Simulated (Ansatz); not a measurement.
Input and command of a plane-wave DFT calculation in Ansatz:

```yaml
crystal:
  lattice:
    - [-2.0690153864, 2.0690153864, 4.6216967072]
    - [2.0690153864, -2.0690153864, 4.6216967072]
    - [2.0690153864, 2.0690153864, -4.6216967072]
  atoms:
    - { symbol: Bi, position: [0.0, 0.0, 0.0] }
    - { symbol: W, position: [0.5, 0.5, 0.0] }
    - { symbol: W, position: [0.25, 0.75, 0.5] }
    - { symbol: W, position: [0.75, 0.25, 0.5] }
basis:
  ecutwfc: 420
kpoints:
  mp_grid: { grid: [6, 6, 6] }
hamiltonian:
  xc: pbe
scf:
  occupations: { method: gaussian, width: 0.1 }
  lower_state_search: "off"
output:
  forces: true
  stress: true
  eigenvalues: true
relax:
  adjacent_minimum: "off"
  f_tol: 0.04
  max_steps: 70
  cell: { stress_tol: 0.4 }
```

```bash
ansatz run input.yaml --threads 1 --pin off --max-ram 2560MiB --backend cpu --events-out ev --progress --plain --runs-dir out
```

Processor: Arm Neoverse V1, 1 thread, on a host shared with other jobs.

How long does it run, and how much memory does it take?

About 27 s on 1 thread of Arm Neoverse V1, with other jobs on the host, peak memory 0.41 GiB. It solves 35 bands at 30 k points (the mesh reduced by the symmetry that the task leaves, which can be less than the crystal's) with about 1371 plane waves (on the last cell), in 30 SCF iterations over 5 ionic steps.
